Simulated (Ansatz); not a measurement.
Theory: DFT PBE, scalar-relativistic, plane waves, PAW (Ansatz). Settings: cutoff 420 eV, Γ-centred meshes spaced at most about 0.3 Å⁻¹, and about 0.25 Å⁻¹ or finer for metals (2π included), Gaussian smearing. No spin polarisation in the final relaxations.

These are static total energies at zero pressure.

Compare these two cells of InSb5, each relaxed at this level.

A.

```
In Sb
1.0
     3.16157    0.00000    0.00000
     0.00000    3.16157    0.00000
     0.00000    0.00000   16.96639
In Sb
1 5
Cartesian
  1.5808 1.5808 0.0000
  1.5808 1.5808 5.8015
  1.5808 1.5808 11.1649
  0.0000 0.0000 2.7903
  0.0000 0.0000 14.1761
  0.0000 0.0000 8.4832
```

B.

```
In Sb
1.0
     7.08334    0.00000    0.00000
     0.00000    7.08334    0.00000
     0.00000    0.00000    6.28272
In Sb
1 5
Direct
  0.00000 0.00000 0.50000
  0.69952 0.69952 0.00000
  0.30048 0.30048 0.00000
  0.69952 0.30048 0.00000
  0.30048 0.69952 0.00000
  0.00000 0.00000 0.00000
```

Question: Which form is favoured at zero pressure, and by what margin per atom?

Answer: A is lower, by 0.31 eV/atom. A has space group P4/mmm (No. 123), 28.3 Å³/atom and no gap on its mesh; B has space group P4/mmm (No. 123), 52.5 Å³/atom and no gap. Counting Sb atoms around In (those within 1.25 times the shortest such distance or 1.15 times the sum of covalent radii, 1.27 where that leaves under three; the shortest distance is added where it exceeds 1.18 times the sum of covalent radii), A has In 8 from 3.6 Å and B has In 2. B holds Sb–Sb nets (shortest 2.83 Å); in A the shortest Sb–Sb distance is 3.16 Å, near bonding range too. Even the lower one lies +0.24 eV/atom against the reference forms of the elements (uncorrected), so neither is stable at this level. In A, In has 4 In at 3.16 Å and 8 Sb at 3.58 Å; around Sb on a site of symmetry 4mm lie 4 Sb at 3.16 Å, 4 Sb at 3.49 Å and 4 Sb at 3.75 Å; Sb on a second site of symmetry 4mm is surrounded by 4 Sb at 3.16 Å, 4 In at 3.58 Å and 4 Sb at 3.75 Å; 1 more site not described. In B, In has 2 Sb at 3.14 Å; Sb on a site of symmetry m2m has 2 Sb at 2.83 Å and 1 Sb at 3.01 Å; Sb on a site of symmetry 4/mmm is surrounded by 4 Sb at 3.01 Å and 2 In at 3.14 Å. Both come from invented guesses.

Weakly bound directions are ill-defined at this level, which has no dispersion term (P4/mmm at 28.3 Å³/atom), and this can change margins and order among such cells. These runs have no spin–orbit coupling, which can matter for Sb. Cells relaxed within their symmetry can be saddle points.
